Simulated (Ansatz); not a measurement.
Values for one crystal, relaxed and computed with r²SCAN+D4 (plane waves, PAW; program Ansatz); other levels are named.

```yaml
volume_per_atom: 26.60 Å³
band_gap: 0.96 eV (indirect)
Pressure derivative B′: 11.9
smallest_direct_gap_on_the_standard_path: 1.49 eV
HSE06 gap on the r²SCAN+D4 cell: 1.30 eV
Bulk modulus (Birch–Murnaghan fit): 21.7 GPa
electron_effective_mass: 0.20, 0.45, 0.63 mₑ (principal values)
```

Question: Pick the material that matches.
A. MnO2, CdI2 type
B. CaI2, CdI2 type
C. MgBr2, CdI2 type
D. SnSe2, CdI2 type

Answer: D, SnSe2, CdI2 type

Space group P-3m1 (CdI2 type). The r²SCAN+D4 relaxation kept the symmetry of its start. Spin–orbit coupling is left out wherever it is not named.

Potentials: the later of the program's two PAW sets.
